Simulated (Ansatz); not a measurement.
Values for one crystal, relaxed and computed with the program Ansatz at the PBEsol level (PAW); other levels are named.

```yaml
volume_per_atom: 21.86 Å³
band_gap: 1.33 eV (direct)
Bulk modulus (Birch–Murnaghan fit): 66.7 GPa
electron_effective_mass: 0.14, 0.15, 0.15 mₑ (principal values)
Electron effective mass with spin–orbit coupling: 0.14, 0.15, 0.15 mₑ (principal values)
Static dielectric constant ε0 (ions relaxed, cell fixed): 9.31 (xx = yy), 9.52 (zz)
valence_band_maximum: at Γ
```

### Question
Which compound is it?
A) ZnCdS2, P3m1 (Zn on 1a, Cd on 1b, S on 1b, S on 1a)
B) ZnGeP2, chalcopyrite
C) Mg3ZnO4, P4/mmm (Pearson symbol tP8)
D) TePb2S, R-3m (Te on 3b, Pb on 6c, S on 3a)

### Answer
A, ZnCdS2, P3m1 (Zn on 1a, Cd on 1b, S on 1b, S on 1a)

The first step of the workflow began from a Materials Project structure, measured or hypothetical; the Crystallography Open Database copy checked does not list it. Its standing as an ambient phase is unchecked. Symmetry was held in the PBEsol relaxation; of distortions, only those at the zone centre were tested. Spin–orbit coupling is left out wherever it is not named.

Potentials: the later of the program's two PAW sets.
